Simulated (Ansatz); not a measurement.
Structures of Sn₃Se: which is lowest?

Plane-wave DFT in Ansatz with scalar-relativistic PAW potentials, cutoff 500 eV, Γ-centred meshes chosen by cell and gap, Gaussian smearing with energies taken to zero width. Every cell was relaxed (cell and atoms) in a run of its own, within the symmetry of its start. Functional: r2SCAN.

Relaxed structures (starts from databases or built by putting these elements on another compound's sites):
A. Pm-3m, 4 atoms in the computed cell, a = 4.726 Å; sites (symmetry × multiplicity) Sn 4/mm.m × 3, Se m-3m × 1; start: database
B. Fm-3m, 4 atoms in the computed cell, a = 7.412 Å; sites (symmetry × multiplicity) Sn -43m × 8 + m-3m × 4, Se m-3m × 4; start: database

Q: Rank them by energy. Could pressure change the order?

A:
```tsv
structure	group	E − E(lowest) (meV/atom)	V (Å³/atom)	gap on mesh (eV)
B	Fm-3m	0.0	25.44	0.00
A	Pm-3m	42	26.39	0.00
```

B is lowest, 42 meV/atom under A. The lowest is also the densest of these, so pressure wouldn't bring one of the others in at first order. Other structures may lie lower than all of these, and vibrations aren't counted.